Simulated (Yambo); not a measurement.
AlN (wurtzite, space group P6_3mc, No. 186): the exchange self-energy on PBEsol orbitals (Yambo, 6×6×4 mesh) holds the Coulomb divergence, which is integrated with random points (RandQpts).

| random points | exchange-only gap Γ → Γ (eV) | shift of the valence edge (eV) | gap against the reference (meV) |
|---|---|---|---|
| 1,000 | 12.62 | -4.04 | 45 |
| 10,000 | 12.44 | -3.79 | -140 |
| 100,000 | 12.60 | -4.02 | 28 |
| 1,000,000 | 12.59 | -4.00 | 16 |
| 5,000,000 | 12.58 | -3.98 | reference |

From 1,000,000 points on, the gap stays within 20 meV of the run with most points. The error is statistical; each row is a single draw, so the rows fix no rate of convergence.

Geometry relaxed with PBEsol; primitive cell a = b = 3.113 Å, c = 4.983 Å, α = β = 90.00°, γ = 120.00°.

A shift is the quasiparticle energy of the state minus its PBEsol energy.
